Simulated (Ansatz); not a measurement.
# Sr2Br in Ansatz, relaxation

The input file (Ansatz 0.2.0, plane waves):

```yaml
crystal:
  lattice:
    - [0.0, 5.198387, 0.0]
    - [5.198387, 0.0, 0.0]
    - [2.599193, 2.599193, -8.79571]
  atoms:
    - { symbol: Sr, position: [0.5, 0.0, 0.0] }
    - { symbol: Sr, position: [0.0, 0.5, 0.0] }
    - { symbol: Sr, position: [0.325, 0.325, 0.35] }
    - { symbol: Sr, position: [0.675, 0.675, 0.65] }
    - { symbol: Br, position: [0.136, 0.136, 0.728] }
    - { symbol: Br, position: [0.864, 0.864, 0.272] }
  symmetry: { tolerance: 0.0003 }
kpoints:
  mp_grid: { grid: [4, 4, 4], shift: [0, 0, 0] }
magnetization:
  noncollinear: true
  spin_orbit: true
scf:
  occupations: { method: fermi_dirac }
  lower_state_search: "off"
hamiltonian:
  pseudopotentials: { kind: paw_fr }
  xc: pbe
basis:
  ecutwfc: 420
  fft_grid_basis: typed
relax:
  max_steps: 60
  cell: { p_target: 0.0 }
output:
  forces: true
  stress: true
  eigenvalues: true
  bader: true
  populations: true
  elf: true
  write_potential: true
  volumetric_format: npy
  dos:
    e_range: [-12, 8]
    de: 0.05
    projected: { site_lists: { Br: [Br], Sr: [Sr] } }
    method: { smearing: { sigma: 0.1, scheme: gaussian } }
  write_density: true
checkpoint:
  read: saved_state
```

Launch command:

```bash
ansatz run input.yaml --threads 2 --pin off --max-ram 2560MiB --backend cpu --events-out ev --progress --plain --runs-dir out
```

Origin of the cell: a known structure type with other elements, at an estimated volume, so it need not be a known compound.

The smearing width isn't typed, so it takes its default of 0.1 eV.

The saved state is a converged single point of the same cell.

Output (shortened):

```
SCF iter   1: F=—  HF=-19750.162039 eV  Δρ=2.55e-4  dr2=1.47e-4  dr2_m=0.00e0 (ungated)  |M|=0.00e0 ∫|m|=0.00e0 μB
SCF iter   2: F=—  HF=-19750.162171 eV  Δρ=1.89e-4  dr2=9.27e-5  dr2_m=0.00e0 (ungated)  |M|=0.00e0 ∫|m|=0.00e0 μB
SCF iter   3: F=—  HF=-19750.162497 eV  Δρ=2.83e-5  dr2=2.93e-6  dr2_m=0.00e0 (ungated)  |M|=0.00e0 ∫|m|=0.00e0 μB
SCF iter   4: F=—  HF=-19750.162499 eV  Δρ=6.89e-6  dr2=1.48e-7  dr2_m=0.00e0 (ungated)  |M|=0.00e0 ∫|m|=0.00e0 μB
SCF iter   5: F=-19750.162499 eV  HF=-19750.162499 eV  Δρ=1.61e-6  dr2=1.19e-8  dr2_m=0.00e0 (ungated)  |M|=0.00e0 ∫|m|=0.00e0 μB
relax step   1: F+E_penalty+E_count = -19750.162499 eV  Δ(F+E_penalty+E_count) = +0.000e0 eV  max|allowed force component| = 4.435e-1 eV/Å  Δτ_max = 0.0000 Å  P = +1.439 GPa  Ω = 237.688 Å³ […]
relax step   2: F+E_penalty+E_count = -19750.390074 eV  Δ(F+E_penalty+E_count) = -2.276e-1 eV  max|allowed force component| = 4.598e-1 eV/Å  Δτ_max = 0.1478 Å  P = +0.701 GPa  Ω = 246.756 Å³ […]
relax step   3: F+E_penalty+E_count = -19750.702486 eV  Δ(F+E_penalty+E_count) = -3.124e-1 eV  max|allowed force component| = 6.500e-1 eV/Å  Δτ_max = 0.1956 Å  P = +0.103 GPa  Ω = 254.970 Å³ […]
relax step   4: F+E_penalty+E_count = -19750.969990 eV  Δ(F+E_penalty+E_count) = -2.675e-1 eV  max|allowed force component| = 4.643e-1 eV/Å  Δτ_max = 0.1944 Å  P = -0.053 GPa  Ω = 260.579 Å³ […]
relax step   5: F+E_penalty+E_count = -19751.072282 eV  Δ(F+E_penalty+E_count) = -1.023e-1 eV  max|allowed force component| = 1.881e-1 eV/Å  Δτ_max = 0.1986 Å  P = +0.322 GPa  Ω = 263.814 Å³ […]
relax step   6: F+E_penalty+E_count = -19751.104581 eV  Δ(F+E_penalty+E_count) = -3.230e-2 eV  max|allowed force component| = 1.739e-1 eV/Å  Δτ_max = 0.0444 Å  P = +0.014 GPa  Ω = 268.341 Å³ […]
relax step   7: F+E_penalty+E_count = -19751.119323 eV  Δ(F+E_penalty+E_count) = -1.474e-2 eV  max|allowed force component| = 1.318e-1 eV/Å  Δτ_max = 0.0209 Å  P = +0.019 GPa  Ω = 267.424 Å³ […]
relax step   8: F+E_penalty+E_count = -19751.139788 eV  Δ(F+E_penalty+E_count) = -2.046e-2 eV  max|allowed force component| = 1.613e-1 eV/Å  Δτ_max = 0.1337 Å  P = +0.367 GPa  Ω = 264.541 Å³ […]
relax step   9: F+E_penalty+E_count = -19751.149582 eV  Δ(F+E_penalty+E_count) = -9.795e-3 eV  max|allowed force component| = 7.543e-2 eV/Å  Δτ_max = 0.0835 Å  P = -0.057 GPa  Ω = 268.992 Å³ […]
relax step  10: F+E_penalty+E_count = -19751.155367 eV  Δ(F+E_penalty+E_count) = -5.785e-3 eV  max|allowed force component| = 1.584e-3 eV/Å  Δτ_max = 0.0340 Å  P = +0.004 GPa  Ω = 268.768 Å³ […]
relax step  11: F+E_penalty+E_count = -19751.156688 eV  Δ(F+E_penalty+E_count) = -1.321e-3 eV  max|allowed force component| = 1.476e-3 eV/Å  Δτ_max = 0.0000 Å  P = +0.010 GPa  Ω = 268.768 Å³  stress off target by 2.36e-2 GPa […]
SCF 11 converged in 6 iterations: F = -19751.156688 eV  dr2 = 9.75e-12
basis re-selected at this cell: Δ(F+E_penalty+E_count) = -1.321e-3 eV, ΔP = +0.006 GPa vs the last step (what re-selecting the basis moved, of the pressure what is left beyond the Pulay corre […]
SCF converged after 6 iterations
Magnetization: |M| = 0.0000 μB,  M = (+0.0000, +0.0000, +0.0000) μB
Absolute magnetization: 0.0000 μB (∫|m|)
  site 0: m = (+0.0000, +0.0000, +0.0000) μB, |m| = 0.0000 μB  (R = 1.36 Å)
  site 1: m = (+0.0000, +0.0000, +0.0000) μB, |m| = 0.0000 μB  (R = 1.36 Å)
  site 2: m = (+0.0000, +0.0000, +0.0000) μB, |m| = 0.0000 μB  (R = 1.30 Å)
  site 3: m = (+0.0000, +0.0000, +0.0000) μB, |m| = 0.0000 μB  (R = 1.30 Å)
  site 4: m = (+0.0000, +0.0000, +0.0000) μB, |m| = 0.0000 μB  (R = 1.30 Å)
  site 5: m = (+0.0000, +0.0000, +0.0000) μB, |m| = 0.0000 μB  (R = 1.30 Å)
Free energy (F): -19751.156688 eV
Harris-Foulkes:  -19751.156688 eV  (|F-HF|=0.00e0)
Internal energy: -19750.975926 eV  (E = F + TS)
E sigma→0 (E₀):  -19751.066307 eV
Entropy (-TS):   -0.180762 eV (-30.127 meV/atom)
Fermi energy:    5.876838 eV
--- Per-component energies (eV) ---
  E_band       = -575.095821
  E_kinetic    = 1235.400877
  E_local      = -3607.377685  (includes V_loc(G=0)·N_el)
  E_nonlocal   = 950.711460
  E_hartree    = 939.661239
  E_xc         = -1215.684074
  E_vxc        = -846.781314  (∫ρ·V_xc dr)
  E_paw        = -15275.401096  (= ΣΔE_a)
  E_vpaw       = -186.371587  (= ΣTr[D̂ρ^β])
  E_aug_tail   = -0.000005  (compensation charges beyond the density's cutoff)
  E_ewald      = -2778.286642
  E_smearing   = -0.180762  (= −TS)
  Σ components = -19751.156688   (vs F -19751.156688, Δ=0.00e0)
--- Forces (eV/Å), atoms counted from 1 ---
  atom   1  Sr     0.000000    -0.000000     0.000000
  atom   2  Sr    -0.000000    -0.000000     0.000000
  atom   3  Sr     0.000000     0.000000     0.001476
  atom   4  Sr    -0.000000    -0.000000    -0.001476
  atom   5  Br    -0.000000    -0.000000    -0.000502
  atom   6  Br     0.000000     0.000000     0.000502
  max |Σ_I F_I| component: 3.47e-18 eV/Å
--- Stress (GPa, compression-positive) ---
        0.023639      -0.000000      -0.000000
       -0.000000       0.023639      -0.000000
       -0.000000      -0.000000      -0.017103
  P = ⅓ Tr σ = 0.0101 GPa (0.101 kbar)
--- Relaxed structure (10 steps of the walk, 10 accepted, 1 SCFs on fresh bases) ---
  F+E_penalty+E_count = -19751.156688 eV   max|allowed force component| = 1.476e-3 eV/Å   (the final SCF, on the basis selected at the relaxed cell)
  cell:  # Å, volume = 268.7679 Å³
    - [-2.314e-15, 5.686607, -1.616e-7]
    - [5.686607, -2.314e-15, -1.616e-7]
    - [2.843303, 2.843303, -8.311337]
  atoms:
    - { symbol: Sr, position: [0.500000, 2.629e-19, -5.259e-19] }
    - { symbol: Sr, position: [2.629e-19, 0.500000, -5.259e-19] }
    - { symbol: Sr, position: [0.289885, 0.289885, 0.420231] }
    - { symbol: Sr, position: [0.710115, 0.710115, 0.579769] }
    - { symbol: Br, position: [0.100808, 0.100808, 0.798384] }
    - { symbol: Br, position: [0.899192, 0.899192, 0.201616] }
--- Löwdin populations: 6 sites ---
  site symbol       q [e]
     0     Sr      8.9410
     1     Sr      8.9410
     2     Sr      9.3663
     3     Sr      9.3663
     4     Br      7.7179
     5     Br      7.7179
  spilling = 0.036103 (of n_electrons = 54.000000)
--- Bader charges: 6 sites ---
  site symbol  charge [e]  shift [e]  m_x [muB]  m_y [muB]  m_z [muB]
     0     Sr      0.6989     0.0000     0.0000     0.0000     0.0000
     1     Sr      0.6990     0.0000     0.0000     0.0000     0.0000
     2     Sr      0.3716     0.0000     0.0000     0.0000     0.0000
     3     Sr      0.3715     0.0000     0.0000     0.0000     0.0000
     4     Br     -1.0705     0.0000     0.0000     0.0000     0.0000
     5     Br     -1.0705     0.0000     0.0000     0.0000     0.0000
  estimated error of the sums over rays = 5.4e-4 e
```

Before:

Space group I4/mmm (No. 139); the run's cell has a = 5.198 Å, b = 5.198 Å, c = 9.533 Å, α = 74.18°, β = 74.18°, γ = 90.00°. Shortest distances: Br–Sr 3.32 Å.

After:

Space group I4/mmm (No. 139); the run's cell has a = 5.687 Å, b = 5.687 Å, c = 9.233 Å, α = 72.06°, β = 72.06°, γ = 90.00°. Shortest distances: Br–Sr 3.14 Å, Br–Br 3.35 Å.

- Free energy lowered by: 165.7 meV/atom
- Volume change: 13.08 %
- Final pressure: 0.01 GPa
- Relaxation steps listed: 11

Caveats: no dispersion correction, so spacings can come out too large where layers or molecules are weakly bound; the k mesh is coarse if the cell is a metal; the relaxation held the start's symmetry, so the end may be a saddle point.

It ran for 4.6 min on 2 threads of Arm Neoverse V2, on a shared host, peak memory 1 GiB, from a saved density.
